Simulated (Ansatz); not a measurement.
### Question
Each is relaxed and computed with the program Ansatz at the PBEsol level (PAW). Which is the only metal?
A) CsAlMo2O8, P-3m1 (Pearson symbol hP12)
B) Si2Mo, MoSi2 or CaC2 type
C) SiO2, P4_2/nmc (Si on 2a, O on 4d)
D) MgCu2SiS4, Pmn2_1 (Pearson symbol oP16)

### Answer
B, Si2Mo, MoSi2 or CaC2 type. Si2Mo: metal; SiO2: gap 5.03 eV (indirect); CsAlMo2O8: gap 3.96 eV; MgCu2SiS4: gap 1.73 eV (direct). Constructed cells (a structure type filled with these elements, in neither database checked): SiO2, P4_2/nmc (Si on 2a, O on 4d). Not the usual ambient phase: SiO2, P4_2/nmc (Si on 2a, O on 4d). Standing as an ambient phase not checked: CsAlMo2O8, P-3m1 (Pearson symbol hP12); MgCu2SiS4, Pmn2_1 (Pearson symbol oP16). All cells were relaxed under the symmetry of their starts (and spin orders); stability against distortions was not tested throughout. Rows with no word on spin ran without spin polarisation. Spin–orbit coupling is left out wherever it is not named.

Potentials: the later of the program's two PAW sets.
